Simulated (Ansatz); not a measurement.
Relax this structure to zero stress and force, keeping its symmetry:

Space group P-3m1 (No. 164). a = 4.385 Å, b = 4.385 Å, c = 7.853 Å, α = 90.00°, β = 90.00°, γ = 120.00°
| atom | site | symmetry | x | y | z |
| --- | --- | --- | --- | --- | --- |
| Ca | 1a | -3m. | 0.0000 | 0.0000 | 0.0000 |
| Mn | 2d | 3m. | 0.6667 | 0.3333 | 0.6057 |
| Bi | 2d | 3m. | 0.6667 | 0.3333 | 0.2533 |

Method: DFT PBEsol, scalar-relativistic, plane waves, PAW (Ansatz 0.2.0).

Plane waves to 420 eV, a k mesh through Γ of 12×12×6 on the computed 5-atom cell and Gaussian smearing (0.10 eV); collinear spin from starting moments 0 4.16 4.16 0 0 μB.

Problem. What does it relax to?

Solution. The volume stays the same within 0.01 Å³/atom to 26.15 Å³/atom, and the energy changes by under 0.1 meV/atom. The cell ends with a moment of 8.05 μB (only this magnetic start was tried). Final structure:
```cif
data_structure
_symmetry_space_group_name_H-M 'P-3m1'
_symmetry_Int_Tables_number 164
_cell_length_a 4.3849
_cell_length_b 4.3849
_cell_length_c 7.8527
_cell_angle_alpha 90.000
_cell_angle_beta 90.000
_cell_angle_gamma 120.000
_cell_volume 130.76
loop_
_atom_site_label
_atom_site_type_symbol
_atom_site_symmetry_multiplicity
_atom_site_Wyckoff_symbol
_atom_site_fract_x
_atom_site_fract_y
_atom_site_fract_z
_atom_site_occupancy
Ca1 Ca 1 a 0.00000 0.00000 0.00000 1
Mn1 Mn 2 d 0.66667 0.33333 0.60570 1
Bi1 Bi 2 d 0.66667 0.33333 0.25331 1
```

The state reached may not be the lowest one. Spin-orbit coupling is left out, which matters for the bands of heavy elements. The program reads another magnetic order as possibly lower. Only parallel moments were tried here.

Cost: 1 run of about 1.6 core-minutes, on Intel Xeon 6975P-C (Granite Rapids) (shared hosts).